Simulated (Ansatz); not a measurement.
**Surface calculation: fcc Ag (111), 6 layers**

The slab is cut from the fcc crystal, the stable phase, as relaxed on PAW files (17.83 Å³/atom), with 16 Å of vacuum and a dipole correction:

```xyz
6
Lattice="2.9323 0.0000 0.0000 -1.4661 2.5394 0.0000 0.0000 0.0000 27.9710" Properties=species:S:1:pos:R:3 pbc="T T T"
Ag    0.0000    0.8465    8.0000
Ag    0.0000    2.5394   10.3942
Ag    1.4661    1.6930   12.7884
Ag    0.0000    0.8465   15.1826
Ag    0.0000    2.5394   17.5768
Ag    1.4661    1.6930   19.9710
```

Computed with Ansatz 0.2.0; functional PBE, scalar-relativistic. Settings: a Γ-centred 14×14×1 k mesh, Fermi–Dirac smearing of 0.05 eV, no spin polarisation. Methods: LAPW: all electrons, basis error target 1 meV/atom; PAW: frozen-core files, cutoff 420 eV.

The bulk energy comes from a cell in the slab's orientation on a 14×14×5 mesh. The surface energy is (E(slab) − N·E(bulk))/2A at zero smearing, the mean of both faces; thin slabs carry quantum-size effects.

Problem. As cut, the LAPW slab lies 0.682 eV above 6 atoms of bulk. What surface energy is that?

Solution. Over two faces of 7.45 Å² it is 45.8 meV/Å², and times 16.02 J/m² per eV/Å² that gives γ = 0.734 J/m².

Problem. What do relaxation and the other method give, and what work function comes out?

Solution. 

| method | γ as cut (J/m²) | γ relaxed (J/m²) | Φ as cut (eV) | Φ relaxed (eV) |
| --- | --- | --- | --- | --- |
| LAPW | 0.734 | 0.732 | 4.43 | 4.43 |
| PAW | 0.734 | 0.731 | 4.43 | 4.43 |

Problem. How do the spacings between the planes relax?

Solution. From the bottom face up: d12 -0.6 % of 2.394 Å, d23 -0.8 % of 2.394 Å, d34 -0.8 % of 2.394 Å, d45 -0.8 % of 2.394 Å, d56 -0.6 % of 2.394 Å.

Problem. What changes if relativity is switched off, at the same positions?

Solution. LAPW then gives: no gap, work function 4.17 eV.

Problem. A 3d core hole is made on one atom of each kind in every 1×1 cell (PAW hole dataset, neutral cell, valence without spin). What does it cost by layer?

Solution. layer 1 367.94 eV, layer 2 368.14 eV, layer 3 368.13 eV. Shifts between layers mean more than the absolute values, and a whole layer of holes screens otherwise than one hole.

Problem. In the relaxed 1×1 cell, replace the outer, then the middle Ag by Cd, which changes a whole layer. What shift does this Z+1 picture give?

Solution. E(outer) − E(middle) = -0.18 eV by LAPW and -0.18 eV by PAW; a positive value puts the surface line at higher binding energy.
